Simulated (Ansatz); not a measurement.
# Fields on a plane of MoSi2 (MoSi2 type, space group I4/mmm)

```xyz
3
Lattice="-1.6009 1.6009 3.9093 1.6009 -1.6009 3.9093 1.6009 1.6009 -3.9093" Properties=species:S:1:pos:R:3 pbc="T T T"
Mo     0.0000     0.0000     0.0000
Si     0.0000     0.0000     2.6216
Si     0.0000     0.0000     5.1970
```

The slice is a (1 0 -1) plane (indices of the conventional cell) through the point (0.665, 0.665, 0.000) (fractional), spanned by u = [101] and v = [121] in vectors of this cell: u (3.20 Å) and v (8.45 Å, at 90° to u). It covers one period; positions are fractions (u, v).

Atoms on it: Si at (0.00, 0.00); Si at (0.50, 0.50). Other atoms lie within 1 Å of the plane.

Method: r2SCAN (plane waves to 500 eV, PAW, scalar-relativistic; Ansatz, an electronic-structure program). k mesh 14×14×14. Near the nuclei the fields are pseudised (PAW); where an atom keeps semicore shells as valence, they peak there. MoSi2 is run without spin polarisation. MoSi2 was relaxed with its symmetry unable to fall.

```
|xxxxxx##@@##xxxx|
|xxxx==######==xx|
|******--  --****|
|++++==  xx  ==++|
|  ::--      --::|
|xx::++++==++++::|
|==++####**####++|
|%%%%==xxxxxx==%%|
|@@##xxxxxxxxxx##|
|@@**xxxxxxxxxx**|
|@@##xxxxxxxxxx##|
|####==xxxxxx==##|
|  --**********--|
|xx  ==++++++==  |
|    --::  ::--  |
|==++++::xx::++++|
|**####++==++####|
|xxxx==%%%%%%==xx|
|xxxxxx##@@##xxxx|
|xxxxxx**@@**xxxx|
```
Scale: ten equal steps from 4.00 (start of ' ') to 12.72 (end of '@'), in the order ' .:-=+*#%@'. Values: electrostatic potential energy of an electron, from the cell's mean, in eV. The map has 8 points along u (two characters each, u = 0 at the left) and 20 along v (v = 0 in the bottom row). Points within 1 Å of a nucleus are blanked (x), as the pseudised field means little there. Values under 4 eV are set to 4. The zero, the cell's mean, hangs on the PAW cores.

```
v \ u  0.00  0.12  0.25  0.38  0.50  0.62  0.75  0.88
-----  ----  ----  ----  ----  ----  ----  ----  ----
0.90   0.54  0.62  0.60  0.38  0.25  0.38  0.60  0.62
0.80   0.56  0.50  0.30  0.20  0.20  0.20  0.30  0.50
0.70   0.65  0.66  0.54  0.32  0.23  0.32  0.54  0.66
0.60   0.17  0.30  0.57  0.73  0.75  0.73  0.57  0.30
0.50   0.26  0.44  0.53     x     x     x  0.53  0.44
0.40   0.25  0.38  0.60  0.62  0.54  0.62  0.60  0.38
0.30   0.20  0.20  0.30  0.50  0.56  0.50  0.30  0.20
0.20   0.23  0.32  0.54  0.66  0.65  0.66  0.54  0.32
0.10   0.75  0.73  0.57  0.30  0.17  0.30  0.57  0.73
0.00      x     x  0.53  0.44  0.26  0.44  0.53     x
```

Values: electron localisation function (ELF). Points within 0.5 Å of a nucleus are blanked (x), as the pseudised field means little there.
